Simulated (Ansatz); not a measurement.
The relaxed structure here is a generated cell of CdO: the first start was made by placing the elements on the sites of a structure type, and the end was not matched to a known phase here, so it may be hypothetical. Known forms of CdO include space group No. 225.

One stationary structure of CdO. All values below come from PBEsol (plane waves to 420 eV, PAW, scalar-relativistic; Ansatz, a first-principles code).

```xyz
2
Lattice="3.1960 0.0000 0.0000 -1.5980 2.7678 0.0000 0.0000 0.0000 2.9353" Properties=species:S:1:pos:R:3 pbc="T T T"
Cd     0.0000     0.0000     0.0000
O      1.5980     0.9226     1.4677
```

Problem. Find the space group and the Wyckoff positions (tolerance 0.01 Å).

Solution. Space group P-6m2 (No. 187); a = b = 3.1960 Å, c = 2.9353 Å, α = β = 90.00°, γ = 120.00°

| atom | site | symmetry | x | y | z |
|---|---|---|---|---|---|
| Cd | 1a | -6m2 | 0.0000 | 0.0000 | 0.0000 |
| O | 1f | -6m2 | 0.6667 | 0.3333 | 0.5000 |

This is the AFLOW prototype AB_hP2_187_d_a (B_h, as in WC).

Problem. Give the shortest distances between elements (the closest pairs, up to four, under 3.6 Å).

Solution. Cd–O 2.36 Å; Cd–Cd 2.94 Å; O–O 2.94 Å.

| Property | Value |
|---|---|
| Volume per atom | 12.98 Å³ |
| Band gap | zero (metallic) |

No spin polarisation in the result.

The run could not lose the symmetry of its start: the end is stationary, and may be a saddle point rather than a minimum.

All atoms sit on sites fixed by symmetry, so only the cell could relax.
